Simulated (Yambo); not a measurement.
A G0W0@PBEsol run in Yambo for CdS (zinc blende, space group F-43m, No. 216) (4×4×4 Γ-centred k mesh, bands 5 to 118 and a 10 Ry block in the screening, 118 bands in G with the Bruneval-Gonze terminator, plasmon pole fitted at 27.2 eV) gives these matrix elements, in eV, at the band edges (Γ → Γ):

```
state               E0    <Vxc>     <Σx>  <Σc(E0)>      Z
---------------  -----  -------  -------  --------  -----
valence edge     0.000  -15.311  -18.380     1.886  0.785
conduction edge  1.012  -10.798   -6.798    -3.690  0.814
```

Solve the linearised quasiparticle equation for both states, give the gap, and say how exchange and correlation each act on it.

E = E0 + Z(Σx + Σc − Vxc). Valence: 0.000 + 0.785 × (-18.380 + (1.886) − (-15.311)) = -0.93 eV. Conduction: 1.012 + 0.814 × (-6.798 + (-3.690) − (-10.798)) = 1.26 eV. The gap is 2.19 eV, against 1.01 eV in PBEsol. Replacing Vxc by bare exchange alone would open it by 7.07 eV; correlation takes back 5.58 eV of that, and Z scales what is left. Nearest settings tried, and what they do to the gap: 89 bands in W, 89 bands in G: -7 meV; 8 Ry block (169 vectors against 181): -2 meV; 6×6×6 mesh: +53 meV. So the settings aren't converged at that level. Spin-orbit splittings are left out.

Geometry relaxed with PBEsol; primitive cell a = b = c = 4.119 Å, α = β = γ = 60.00°.
